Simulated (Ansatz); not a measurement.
ZnS:
```xyz
2
Lattice="0.0000 2.6783 2.6783 2.6783 0.0000 2.6783 2.6783 2.6783 0.0000" Properties=species:S:1:pos:R:3 pbc="T T T"
S      4.0174     4.0174     4.0174
Zn     0.0000     0.0000     0.0000
```

x, y and z are the axes in which the lattice vectors are written.

Question: Give the proper piezoelectric stress tensor with relaxed ions from the program Ansatz at the PBEsol level (PAW).

Answer: In C/m², rows x, y, z, Voigt columns; mesh uncertainty up to 0.00.
```
 0.00   0.00   0.00  -0.13   0.00   0.00
 0.00   0.00   0.00   0.00  -0.13   0.00
 0.00   0.00   0.00   0.00   0.00  -0.13
```

The elastic tensor of the same run (GPa):

```
 107  64.8  64.8   0.0   0.0   0.0
64.8   107  64.8   0.0   0.0   0.0
64.8  64.8   107   0.0   0.0   0.0
 0.0   0.0   0.0  48.4   0.0   0.0
 0.0   0.0   0.0   0.0  48.4   0.0
 0.0   0.0   0.0   0.0   0.0  48.4
```

Question: Convert to strain constants d = e·S.

Answer: In pC/N:
```
 0.0   0.0   0.0  -2.6   0.0   0.0
 0.0   0.0   0.0   0.0  -2.6   0.0
 0.0   0.0   0.0   0.0   0.0  -2.6
```

Space group F-43m (zinc blende). Symmetry was held in the PBEsol relaxation.

Potentials: the later of the program's two PAW sets.
